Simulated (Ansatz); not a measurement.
Sb3Au:
```cif
data_AuSb3
_chemical_formula_sum 'Sb3 Au1'
_space_group_name_H-M_alt 'P 1'
_space_group_IT_number 1
_cell_length_a 5.12483
_cell_length_b 5.12483
_cell_length_c 5.12483
_cell_angle_alpha 109.471
_cell_angle_beta 109.471
_cell_angle_gamma 109.471
loop_
_space_group_symop_operation_xyz
  'x, y, z'
loop_
_atom_site_label
_atom_site_type_symbol
_atom_site_fract_x
_atom_site_fract_y
_atom_site_fract_z
_atom_site_occupancy
Sb1 Sb 0.00000 0.50000 0.50000 1
Sb2 Sb 0.50000 0.00000 0.50000 1
Sb3 Sb 0.50000 0.50000 0.00000 1
Au1 Au 0.00000 0.00000 0.00000 1
```

Relaxed with r²SCAN.

Problem. Tabulate the valence density and the electron localisation function along the shortest Sb–Sb contact (2.96 Å), plane-wave PAW r²SCAN (Ansatz code).

Solution. 

| distance from Sb (Å) | density (e/Å³) | ELF |
|---|---|---|
| 0.30 | 13.78 | 0.00 |
| 0.44 | 7.37 | 0.03 |
| 0.59 | 3.33 | 0.12 |
| 0.74 | 1.49 | 0.27 |
| 0.89 | 0.80 | 0.35 |
| 1.04 | 0.53 | 0.41 |
| 1.18 | 0.40 | 0.51 |
| 1.33 | 0.33 | 0.59 |
| 1.48 | 0.32 | 0.61 |
| 1.63 | 0.33 | 0.59 |
| 1.78 | 0.40 | 0.51 |
| 1.92 | 0.53 | 0.41 |
| 2.07 | 0.80 | 0.35 |
| 2.22 | 1.49 | 0.27 |
| 2.37 | 3.33 | 0.12 |
| 2.51 | 7.37 | 0.03 |
| 2.66 | 13.78 | 0.00 |

The density is the valence pseudo-density with augmentation charge, so density and ELF within about 1 Å of a nucleus are not all-electron values.

Space group Im-3m. The workflow started from an entry of the Crystallography Open Database (COD). Whether it is the stable phase at ambient conditions was not checked. The cell was relaxed with r²SCAN under the symmetry of its start; of distortions, only those at the zone centre were tested. Spin–orbit coupling is left out wherever it is not named.

Potentials: the later of the program's two PAW sets.
